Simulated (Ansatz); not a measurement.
Input file for Ansatz (a program for electronic structure):

Ansatz 0.2 input:
```yaml
crystal:
  lattice:
    - [4.5621419349, 0.0, 0.0]
    - [-2.2810709674, 3.9509308113, 0.0]
    - [0.0, 0.0, 10.469617037]
  atoms:
    - { symbol: Cd, position: [0.0, 0.4998201308, 0.6666666667] }
    - { symbol: Cd, position: [0.5001798692, 0.5001798692, 0.0] }
    - { symbol: Cd, position: [0.4998201308, 0.0, 0.3333333333] }
    - { symbol: Te, position: [0.0, 0.49991898, 0.1666666667] }
    - { symbol: Te, position: [0.50008102, 0.50008102, 0.5] }
    - { symbol: Te, position: [0.49991898, 0.0, 0.8333333333] }
kpoints:
  mp_grid: { grid: [7, 7, 3] }
hamiltonian:
  xc: r2scan
  pseudopotentials: { azcp: { folder: ./paw }, kind: paw }
scf:
  occupations: { method: fixed }
checkpoint: { read: static.run }
output: { write_density: true, elf: true, volumetric_format: npy }
basis: { fft_grid_basis: typed }
```

Output (shortened):

```
Pseudopotential: Cd, paw, valence charge 20
Pseudopotential: Te, paw, valence charge 16
Functional definition: r2SCAN
Crystal: 6 atoms, lattice volume = 188.712 Å³
Basis set: ecut = 500 eV, 4773 PW (Γ), exchange–correlation on 144×144×320 points (64 copies of the dense FFT grid, shifted against one another)
Bands: 65, of which v1, the nominal top of the filled ones, is band 54 counted from 1 (53 counted from 0)
Symmetry: 6 space group operations
Space group: P3121 (ITA 152), of the structure as read, at distance tolerance 5.7e-5 Å
k-points: 20 of 147 (time reversal used)
Stability of the state it starts from, as read at its close in the unpolarized treatment …
iter 1 solved again at ethr=3.17e-7 eV; its pass at ethr=3.10e-3 eV (dr2=3.42e-4 eV) is discarded
SCF iter   1: F=—  HF=-45792.276529 eV  |F-HF|=—  |Δ(HF+E_count)|=         —  Δρ=1.39e-6  dr2=2.47e-9  dr2_τ=5.11e-10  ethr=3.17e-7  ⟨swp⟩=3.2  Hψ=7271  notcnv=0  defer=180
preconditioner: auto → Resta (q_TF=auto, 2.486 Å⁻¹)
SCF iter   2: F=—  HF=-45792.276480 eV  |F-HF|=—  |Δ(HF+E_count)|=   4.85e-5  Δρ=5.96e-7  dr2=4.39e-10  dr2_τ=5.67e-10  ethr=2.29e-12  ⟨swp⟩=17.6  Hψ=8477  notcnv=0
SCF iter   3: F=-45792.276480 eV  HF=-45792.276480 eV  |F-HF|=1.46e-11  |Δ(HF+E_count)|=  1.38e-10  Δρ=4.08e-7  dr2=2.04e-10  dr2_τ=4.89e-11  ethr=1.00e-12  ⟨swp⟩=1.6  Hψ=2611  notcnv=0
SCF 1 converged in 3 iterations: F = -45792.276480 eV  dr2 = 2.04e-10
SCF converged after 3 iterations
Free energy (F): -45792.276480 eV
Harris-Foulkes:  -45792.276480 eV  (|F-HF|=1.46e-11)
Internal energy: -45792.276480 eV  (E = F + TS)
E sigma→0 (E₀):  -45792.276480 eV
Fermi energy:    8.374433 eV
--- Per-component energies (eV) ---
  E_band       = -2369.539732
  E_kinetic    = 1836.651756
  E_local      = -16207.825621  (includes V_loc(G=0)·N_el)
  E_nonlocal   = 563.749275
  E_hartree    = 7659.878859
  E_xc         = -782.910346
  E_vxc        = -972.136425  (∫ρ·V_xc dr)
  E_paw        = -26457.718773  (= ΣΔE_a)
  E_vpaw       = -2973.492453  (= ΣTr[D̂ρ^β])
  E_aug_tail   = 0.000112  (compensation charges beyond the density's cutoff)
  E_vtau       = 63.756243  (kinetic-family band-sum trace: ∫τ·v_τ [+ j·A + Jᵃ·Aᵃ] dr)
  E_ewald      = -12403.262069
  E_core_change = -0.839673  (= ΣΔE_core)
  E_smearing   =  0.000000  (= −TS)
  E_closure    = 0.000000  (closes the sum)
  Σ components = -45792.276480   (vs F -45792.276480, Δ=0.00e0)
  [band-id]    e_kinetic+e_local+e_nonlocal+2·e_hartree+e_vxc+e_vpaw+e_augmentation_tail+e_vtau = -2369.539393   (vs E_band -2369.539732, Δ=3.39e-4)
--- Band table (eV; the first three rows and the last of 20) ---
  k-point 0: bands = ["-96.7522", "-96.7522", "-96.7522", "-56.9093", "-56.9093", "-56.9093", "-56.8895", "-56.8895", "-56.8895", "-56.8894", "-56.8894", "-56.8892", "-28.5184", "-28.5184", "-28.5168", "-28.5067", "-28.5066", "-28.5066", "-28.4783", …
  k-point 1: bands = ["-96.7522", "-96.7522", "-96.7522", "-56.9093", "-56.9093", "-56.9093", "-56.8895", "-56.8895", "-56.8894", "-56.8894", "-56.8893", "-56.8892", "-28.5188", "-28.5177", "-28.5171", "-28.5067", "-28.5066", "-28.5066", "-28.4784", …
  k-point 2: bands = ["-96.7523", "-96.7522", "-96.7522", "-56.9093", "-56.9093", "-56.9093", "-56.8895", "-56.8895", "-56.8895", "-56.8894", "-56.8894", "-56.8892", "-28.5185", "-28.5183", "-28.5169", "-28.5066", "-28.5065", "-28.5065", "-28.4783", …
  k-point 19: bands = ["-96.7522", "-96.7522", "-96.7522", "-56.9094", "-56.9093", "-56.9093", "-56.8896", "-56.8895", "-56.8895", "-56.8894", "-56.8893", "-56.8892", "-28.5188", "-28.5182", "-28.5172", "-28.5062", "-28.5062", "-28.5061", "-28.4779", …
```

Cost: about 30 core-seconds (a rough figure) on shared cores.

Space group P6_422. The workflow started from a Materials Project entry (that database holds measured and hypothetical structures alike); the Crystallography Open Database copy checked does not list it. It is not the phase usual at ambient conditions (space group No. 216). The cell was relaxed with r²SCAN under the symmetry of its start; whether a distortion lowers the energy is not shown. Point labels and valley counts follow the cell and symmetry of the run, lower than the named group. Spin–orbit coupling is left out wherever it is not named.

Potentials: the earlier of the program's two PAW sets. The files were generated under PBE; for other functionals the program regenerates the frozen cores, and for LDA and PBEsol the local potential too.

Ansatz is a plane-wave DFT program.
